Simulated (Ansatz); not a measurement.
SrNbO$_{3}$ in space group Pnma (No. 62; Sr on 4c, Nb on 4b, O on 8d, O on 4c), PBEsol in the plane-wave PAW code Ansatz, all energies at zero smearing, with the estimated change up to a 700 eV cutoff added, with one set of potentials and settings (totals compare only within such a set). Cell of 20 atoms (4 Sr, 4 Nb, 12 O): -38708.777 eV.

| element | reference phase | E (eV/atom) |
|---|---|---|
| Sr | Fm-3m, 1 atoms in the cell | -3492.2134 |
| Nb | Im-3m, 1 atoms in the cell | -4495.4542 |
| O | C2/m, 4 atoms in the cell, spin-polarised | -558.3554 |

Formation energy per atom, worked out: (-38708.777 − 4×(-3492.2134) − 4×(-4495.4542) − 12×(-558.3554))/20 = -2.892 eV/atom (-279 kJ per mol of atoms), at 0 K, without zero-point energy or fitted corrections.

The first step of the workflow began from a Materials Project structure, measured or hypothetical; the Crystallography Open Database files this formula in space group No. 62, but the cells were not matched. Its standing as an ambient phase is unchecked. Symmetry was held in the PBEsol relaxation; its stability against distortions is not shown here. The run is not spin-polarised. The references are the lowest solids computed at this level, not always the standard phases (solids in place of the gases).

Potentials: the later of the program's two PAW sets.
